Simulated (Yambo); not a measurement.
Mg$_{3}$ZnO$_{4}$ (space group P4/mmm, No. 123), G0W0@PBEsol in Yambo with this input:

```
rim_cut
gw0
dyson
el_el_corr
HF_and_locXC
ppa
em1d
RandQpts= 1000000
RandGvec= 1 Ry
EXXRLvcs= 84 Ry
VXCRLvcs= 336 Ry
Chimod= "HARTREE"
% BndsRnXp
 8 | 166 |
%
NGsBlkXp= 8 Ry
% LongDrXp
 1.0 | 1.0 | 1.0 |
%
PPAPntXp= 27.2114 eV
% GbndRnge
 1 | 166 |
%
GTermKind= "BG"
DysSolver= "n"
ExtendOut
```

On a 4×4×2 mesh, with wavefunctions cut at 84 Ry, the gap (X → Γ) is 4.321 eV and the valence edge shifts by -1.011 eV.

What happens with this change: 88 bands in W?

The gap rises by 0.191 eV, to 4.512 eV; the shift of the valence edge becomes -0.960 eV. Neither run is shown to be the converged limit.

Geometry of the Materials Project entry, not relaxed at this level; primitive cell a = 3.026 Å, b = 3.026 Å, c = 8.553 Å, α = 90.00°, β = 90.00°, γ = 90.00°.

The structure is a Materials Project entry; no match was found in the copy of COD used, and its stability was not checked.

A shift is the quasiparticle energy of the state minus its PBEsol energy.
